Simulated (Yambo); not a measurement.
A G0W0@PBEsol run in Yambo for a free-standing NaOH monolayer (symmetry P4/nmm, slab cell 18.1 Å high) (6×6×1 Γ-centred k mesh, bands 3 to 136 and a 7 Ry block in the screening, 136 bands in G with the Bruneval-Gonze terminator, plasmon pole fitted at 27.2 eV, slab-truncated Coulomb interaction, stochastic integration of W near q = 0) gives these matrix elements, in eV, at the band edges (Γ → Γ):

| state | E0 | <Vxc> | <Σx> | <Σc(E0)> | Z |
|---|---|---|---|---|---|
| valence edge | 0.000 | -18.984 | -25.070 | 3.347 | 0.814 |
| conduction edge | 2.816 | -4.452 | -2.067 | -1.226 | 0.932 |

**Question.** Solve the linearised quasiparticle equation for both states, give the gap, and say how exchange and correlation each act on it.

**Answer.** E = E0 + Z(Σx + Σc − Vxc). Valence: 0.000 + 0.814 × (-25.070 + (3.347) − (-18.984)) = -2.23 eV. Conduction: 2.816 + 0.932 × (-2.067 + (-1.226) − (-4.452)) = 3.89 eV. The gap is 6.12 eV, against 2.82 eV in PBEsol. Replacing Vxc by bare exchange alone would open it by 8.47 eV; correlation takes back 4.57 eV of that, and Z scales what is left. Nearest settings tried, and what they do to the gap: 88 bands in G: -5 meV; 88 bands in W, 88 bands in G: -1 meV; 6 Ry block (367 vectors against 449): -10 meV; 4×4×1 mesh: -42 meV. Not varied: cell height. So the settings aren't converged at that level. 

Geometry relaxed with PBEsol; primitive cell a = b = 3.3717 Å, c = 18.1000 Å, α = β = γ = 90.00°.

This is a model layer cut from the bulk structure; whether it is stable on its own was not checked.
